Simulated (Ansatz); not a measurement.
Re, DFT, PBEsol, all-electron LAPW, scalar-relativistic (Ansatz 0.2.0), run on 1 thread of Arm Neoverse V2 on a shared host.

The cell is a database entry far from equilibrium at this level of theory, probably a faulty or high-pressure entry; it serves as a test geometry alone. The listed cell was then made from it by scaling, straining or moving an atom.

Command: `ansatz run input.yaml --threads 1 --pin off --max-ram 3072MiB --backend cpu --events-out ev --progress --plain --runs-dir out`

```yaml
crystal:
  lattice:
    - [0.01975, 1.984875, 1.984875]
    - [1.984875, 0.01975, 1.984875]
    - [1.984875, 1.984875, 0.01975]
  atoms:
    - { symbol: Re, position: [0.0, 0.0, 0.0] }
kpoints:
  mp_grid: { grid: [14, 14, 14] }
  band_path:
    path:
      - [0.0, 0.0, 0.0]
      - [0.5, 0.5, 0.5]
      - [0.247543133, 0.5, 0.752456867]
      - [-0.247543133, 0.247543133, 0.5]
      - [0.0, 0.0, 0.5]
      - [0.0, 0.0, 0.0]
      - [-0.3737715665, 0.0, 0.3737715665]
      - [0.0, 0.3737715665, 0.6262284335]
      - [0.0, 0.5, 0.5]
    npoints: 5
scf:
  occupations: { method: fermi_dirac, width: 0.05 }
hamiltonian:
  xc: pbesol
  pseudopotentials: { kind: all_electron, lapw: { basis_error: 0.00025 } }
output:
  forces: true
  stress: true
  eigenvalues: true
```

Q: How large is the problem that the program sets up?

A: 288 irreducible k-points, 181 plane waves at Γ, 27 bands.

Q: Estimate the wall time and the peak memory.

A: 49 s of wall time for 8 SCF iterations, with a peak of 0.63 GiB. Times on shared machines scatter by tens of per cent.
